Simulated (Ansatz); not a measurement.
NbSiAs:
Space group P4/nmm, origin choice 1 (No. 129); a = b = 3.503 Å, c = 7.921 Å, α = β = γ = 90.00°

```json
[
 {"atom": "Nb", "site": "2c", "symmetry": "4mm", "x": "0.5000", "y": "0.0000", "z": "0.2542"},
 {"atom": "Si", "site": "2a", "symmetry": "-4m2", "x": "0.0000", "y": "0.0000", "z": "0.0000"},
 {"atom": "As", "site": "2c", "symmetry": "4mm", "x": "0.0000", "y": "0.5000", "z": "0.3867"}
]
```

Relaxed with r²SCAN.

### Question
Which orbitals make up the states near the Fermi level in plane-wave PAW r²SCAN (Ansatz code)?

### Answer
Within 0.5 eV of the Fermi level: Nb 4d 60 %, As 4p 21 %, Si 3p 9 %. Projections are on Löwdin-orthogonalised atomic valence shells; empty p or d shells of many metals are not among them.

### Question
Tabulate the density of states.

### Answer
States/eV per cell of 6 atoms, in 0.25 eV bins, energy from the Fermi level.

```csv
E (eV),total,Nb 4d,As 4p,Si 3p
-7.85,0.62,0.12,0.01,0.18
-7.60,0.48,0.10,0.01,0.17
-7.35,0.43,0.09,0.01,0.16
-7.10,0.38,0.08,0.01,0.14
-6.85,0.51,0.11,0.03,0.23
-6.60,0.80,0.17,0.11,0.36
-6.35,1.62,0.33,0.46,0.55
-6.10,2.16,0.45,0.81,0.56
-5.85,4.12,0.87,2.04,0.66
-5.60,3.56,0.76,1.63,0.63
-5.35,1.98,0.45,0.81,0.41
-5.10,1.87,0.45,0.69,0.44
-4.85,2.26,0.59,0.84,0.52
-4.60,2.44,0.62,0.96,0.55
-4.35,2.38,0.61,0.74,0.70
-4.10,2.44,0.67,0.72,0.75
-3.85,2.83,0.84,0.89,0.80
-3.60,3.93,1.28,1.13,1.16
-3.35,4.31,1.58,1.32,1.04
-3.10,4.05,1.66,1.23,0.89
-2.85,6.82,3.09,2.21,1.22
-2.60,8.47,3.42,2.87,1.84
-2.35,6.85,3.21,2.03,1.36
-2.10,4.04,2.11,1.06,0.71
-1.85,3.05,1.61,0.82,0.49
-1.60,2.38,1.28,0.60,0.38
-1.35,1.97,1.10,0.46,0.29
-1.10,1.72,1.01,0.37,0.23
-0.85,1.70,1.07,0.32,0.19
-0.60,1.52,1.01,0.26,0.13
-0.35,1.36,0.97,0.19,0.08
-0.10,1.13,0.77,0.19,0.06
0.15,1.34,0.66,0.37,0.15
0.40,1.56,0.80,0.38,0.18
0.65,1.56,0.81,0.35,0.20
0.90,1.93,1.09,0.29,0.28
1.15,2.87,1.81,0.32,0.32
1.40,4.08,2.50,0.58,0.45
1.65,4.34,2.58,0.83,0.37
1.90,4.89,2.94,0.72,0.59
2.15,5.22,3.29,0.59,0.60
2.40,4.70,3.13,0.47,0.46
2.65,4.81,2.51,0.68,0.72
2.90,5.08,2.65,0.59,0.52
3.15,3.70,1.75,0.56,0.35
3.40,3.09,1.29,0.62,0.35
3.65,2.33,0.95,0.53,0.28
3.90,2.36,0.93,0.64,0.30
4.15,4.64,1.94,1.39,0.42
4.40,4.64,1.81,1.39,0.56
```

The first step of the workflow began from a Materials Project structure, measured or hypothetical; the Crystallography Open Database files this formula in space group No. 129, but the cells were not matched. Its standing as an ambient phase is unchecked. The cell was relaxed with r²SCAN under the symmetry of its start; whether a distortion lowers the energy is not shown. The run is not spin-polarised. Spin–orbit coupling is left out wherever it is not named.

Potentials: the later of the program's two PAW sets.
